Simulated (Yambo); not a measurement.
# KF at -0.7 % isotropic strain: lowest vertical excitons

```
KF
1.0
    0.00000     2.63236     2.63236
    2.63236     0.00000     2.63236
    2.63236     2.63236     0.00000
F K
1 1
Cartesian
  2.63236   2.63236   2.63236
  5.26472   5.26472   5.26472
```

The PBEsol cell relaxed from Materials Project entry mp-463 was given an isotropic strain of -0.7 % on all lattice vectors, and the atoms were relaxed again.

BSE in Yambo on PBEsol (pw.x of Quantum ESPRESSO, ONCV potentials, scalar-relativistic) bands: 10×10×10 mesh, 3 valence and 1 conduction bands, static screening with 21 bands and a 4 Ry block, scissor 3.85 eV, Tamm-Dancoff; field along x.

```tsv
state	energy (eV)	states within 2 meV	relative strength	class	main transitions
1	8.75	3	1.00	strong	several band pairs
2	9.65	3	0.07	strong	several band pairs
3	9.66	3	< 0.01	dark	several band pairs
4	9.70	3	< 0.01	dark	several band pairs
5	9.73	2	< 0.01	dark	several band pairs
6	9.84	1	< 0.01	dark	VB−2 → CB (100 %)
7	9.95	2	< 0.01	dark	several band pairs
8	9.95	3	< 0.01	dark	several band pairs
```

These are vertical excitations (zero momentum). The direct quasiparticle gap on this mesh is 10.14 eV; counted from there, state 1 is bound by 1.39 eV. Convergence with the mesh was not shown.

Spin singlets only. Strengths are relative to the strongest of the lowest states of this run; strong means a line over 3 % of the spectrum's maximum, dark under 0.03 %. Absolute energies carry the error of the G0W0 scissor, whose convergence isn't established.
